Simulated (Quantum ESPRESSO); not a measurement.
Space group R-3m, hexagonal axes (No. 166); a = 5.576 Å, b = 5.576 Å, c = 25.154 Å, α = 90.00°, β = 90.00°, γ = 120.00°

```
atom  site  symmetry       x       y       z
----  ----  --------  ------  ------  ------
Be      3a       -3m  0.0000  0.0000  0.0000
P       6c        3m  0.0000  0.0000  0.0790
K       6c        3m  0.0000  0.0000  0.3769
K       6c        3m  0.0000  0.0000  0.2086
```
(The calculation used a cell of 7 atoms; values per cell refer to that cell.)

The geometry is that of Materials Project entry mp-9872, symmetrised and not relaxed again.

### Question
What does PBEsol (Quantum ESPRESSO, PseudoDojo norm-conserving, 88 Ry, without SOC) give for the electronic structure near the Fermi level?

### Answer
The PBEsol gap is indirect, 1.09 eV, from L to Γ; the smallest direct gap is 1.13 eV. Another valence extremum on the path lies within 0.02 eV, too close to call.
